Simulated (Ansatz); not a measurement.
Relaxed-ion elastic tensor of VN (rock salt, Fm-3m) in GPa (Voigt order), DFT-PBEsol in the program Ansatz with PAW potentials; density 6.38 g/cm³, 8.45 Å³ per atom.

```
690  170  170  0.0  0.0  0.0
170  690  170  0.0  0.0  0.0
170  170  690  0.0  0.0  0.0
0.0  0.0  0.0  132  0.0  0.0
0.0  0.0  0.0  0.0  132  0.0
0.0  0.0  0.0  0.0  0.0  132
```

**Question.** Is the crystal mechanically stable?

**Answer.** Yes: the smallest eigenvalue of C is 132 GPa.

**Question.** Work out the Voigt, Reuss and Hill averages.

**Answer.** K_V = 344, K_R = 344, K_H = 344; G_V = 183, G_R = 164, G_H = 174 GPa.

**Question.** Give Young's modulus, Poisson's ratio, Pugh's ratio and the universal anisotropy index.

**Answer.** E = 9KG/(3K + G) = 446 GPa; ν = 0.28; K/G = 1.98 (ductile by the Pugh limit of 1.75); A_U = 5G_V/G_R + K_V/K_R − 6 = 0.58.

**Question.** Estimate the sound speeds and the Debye temperature.

**Answer.** v_l = √((K + 4G/3)/ρ) = 9490 m/s, v_t = √(G/ρ) = 5210 m/s, mean 5810 m/s; Θ = (h/k)(3n/4πV)^(1/3) v_m = 850 K.

**Question.** Give the Zener ratio and Young's modulus along [100], [110] and [111].

**Answer.** A = 2C44/(C11 − C12) = 0.51; 1/E = S11 − 2(S11 − S12 − S44/2)Γ with Γ = 0, 1/4, 1/3 gives 623, 393, 350 GPa.

**Question.** Solve the Christoffel equation for the three sound speeds along [100], [110], [111].

**Answer.** Eigenvalues of C_ijkl n_j n_l equal ρv². In km/s, slowest first: [100] 4.54, 4.54, 10.40; [110] 4.54, 6.38, 9.38; [111] 5.83, 5.83, 9.02.

The cell was relaxed with PBEsol under the symmetry of its start. The workflow began spin-polarised and lost its moments. As this level gives no gap, shear constants depend on the k-mesh and smearing (Fermi–Dirac, 0.1 eV here). On the denser mesh and wider smearing of the elastic run this cell carries a stress of 0.3 GPa.

Potentials: the later of the program's two PAW sets.
